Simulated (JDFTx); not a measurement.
Reference run:

Pt(100) slab cut from bulk Pt (space group Fm-3m, indices of the conventional cell, lattice of the Materials Project entry mp-126, not re-optimised): 5 atoms in 5 planes, a 1x1 cell of 7.77 Å² (|a| = 2.788, |b| = 2.788 Å), 7.9 Å between the outermost planes, cell height 23.9 Å, 8×8×1 k mesh, Fermi smearing 0.01 Ha, no spin polarisation.

Reference level: PBE, GBRV ultrasoft potentials, plane waves to 20/100 Ha, in JDFTx (a modified build). Unrelaxed; liquid: linear PCM (GLSSA13), water, 1 M KF. The electron chemical potential μ is absolute (zero in the bulk liquid) and is turned into a potential by U = −μ/e − 4.44 V vs SHE, a convention.

```
run                F per atom, vacuum (eV)  TS per atom (eV)  k states  plane waves per k  work function (eV)  U_pzc (V)
-----------------  -----------------------  ----------------  --------  -----------------  ------------------  ---------
run 1                            -2420.863             1.025        15               5355                5.47       0.81
run 2 (reference)                -2420.437             0.334        15               5355                5.60       0.95
run 3                            -2420.298             0.106        15               5355                5.67       1.02
run 4                            -2420.262             0.043        15               5355                5.70       1.05
```

One setting differs between these runs. Which?
A) Fermi smearing width
B) plane-wave cutoffs
C) functional
D) slab thickness

A, Fermi smearing width. The values, in order: 0.02 Ha; 0.01 Ha; 0.005 Ha; 0.003 Ha.
